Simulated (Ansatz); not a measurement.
Property card for Ag

Ag:
```cif
data_Ag8
_chemical_formula_sum 'Ag8'
_space_group_name_H-M_alt 'Fd-3m :1'
_space_group_IT_number 227
_space_group_name_Hall 'F 4d 2 3 -1d'
_cell_length_a 6.21630
_cell_length_b 6.21630
_cell_length_c 6.21630
_cell_angle_alpha 90.000
_cell_angle_beta 90.000
_cell_angle_gamma 90.000
loop_
_atom_site_label
_atom_site_type_symbol
_atom_site_symmetry_multiplicity
_atom_site_Wyckoff_symbol
_atom_site_fract_x
_atom_site_fract_y
_atom_site_fract_z
_atom_site_occupancy
Ag1 Ag 8 b 0.50000 0.50000 0.50000 1
```
(The calculation used a cell of 2 atoms; values per cell refer to that cell.)

Space group Fd-3m (No. 227), diamond; conventional cell a = 6.216 Å, b = 6.216 Å, c = 6.216 Å, α = 90.00°, β = 90.00°, γ = 90.00°.

Method: the program Ansatz at the PBE level (PAW). Structure relaxed to zero pressure with the same functional. Other levels are named where they apply.

Cell and energy:

Volume per atom: 30.03 Å³
Density: 5.97 g/cm³

Electronic structure:

* **Electronic character**: metallic (no gap)
* **Density of states at the Fermi level**: 0.31 states/eV per atom (mean over ±0.08 eV)
* **Gap with spin–orbit coupling**: none (metallic)

Mechanics:

* **Bulk modulus (Birch–Murnaghan fit)**: 30.4 GPa
* **Pressure derivative B′**: 5.9

The start of the workflow was typed in or built on a structure type; neither database checked (COD, Materials Project) lists it. It is not the phase usual at ambient conditions (space group No. 225). The cell was relaxed with PBE under the symmetry of its start; whether a distortion lowers the energy is not shown. The run is not spin-polarised. Scalar-relativistic: spin–orbit coupling is off unless named, which matters more the heavier the elements.

Potentials: the later of the program's two PAW sets.
